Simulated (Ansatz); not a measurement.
### Question
SnSe (zinc blende, F-43m) is relaxed with DFT-r²SCAN in the program Ansatz with PAW potentials. What lattice parameters of the conventional cell result?

### Answer
a = 6.728 Å.

### Question
Is it a metal or does it have a gap at this level?

### Answer
No gap at this level.

The start of the workflow was typed in or built on a structure type; neither database checked (COD, Materials Project) lists it. It is not the phase usual at ambient conditions (space group No. 62). The r²SCAN relaxation kept the symmetry of its start. At this level the phase is mechanically unstable. A small band overlap can be real or an error of a semilocal functional. Spin–orbit coupling is left out wherever it is not named.

Potentials: the later of the program's two PAW sets.
